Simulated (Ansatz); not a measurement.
A geometry of Cu away from equilibrium: step 2 of the relaxation of a relaxed Cu cell displaced along its unstable phonon at q = Γ (86i cm⁻¹), largest move 0.15 Å. All values below come from PBEsol (plane waves to 420 eV, PAW, scalar-relativistic; Ansatz, a quantum-chemistry and plane-wave program). Γ-centred k-mesh 9×9×13 on the run's cell (coarser than for final values), Fermi–Dirac smearing 0.05 eV.

```
CELL_PARAMETERS angstrom
      4.04232     0.00000     0.00000
     -2.02116     3.50075     0.00000
      0.00000     0.00000     2.43491
ATOMIC_POSITIONS crystal
  Cu 0.00000 0.00000 0.00000
  Cu 0.33333 0.66667 0.43101
  Cu 0.66667 0.33333 0.56899
```

Task: Predict the force on each atom, in eV/Å.

Result: 
| atom | Fx | Fy | Fz |
|---|---|---|---|
| Cu1 | 0.00 | 0.00 | 0.00 |
| Cu2 | 0.00 | 0.00 | -0.24 |
| Cu3 | 0.00 | 0.00 | 0.24 |

Task: What is the pressure?

Result: -0.3 GPa, compression positive.

Task: How far above the relaxed end point is this geometry?

Result: 0.03 eV/atom; the path ends in Im-3m (No. 229) (bcc (W type)).

No spin polarisation in the result.

The run could not lose the symmetry of its start, so the end can be a saddle point.

The end of the path is a generated cell of Cu: the first start was made by placing the elements on the sites of a structure type, and the end was not matched to a known phase here, so it may be hypothetical. Known forms of Cu include space group No. 225.
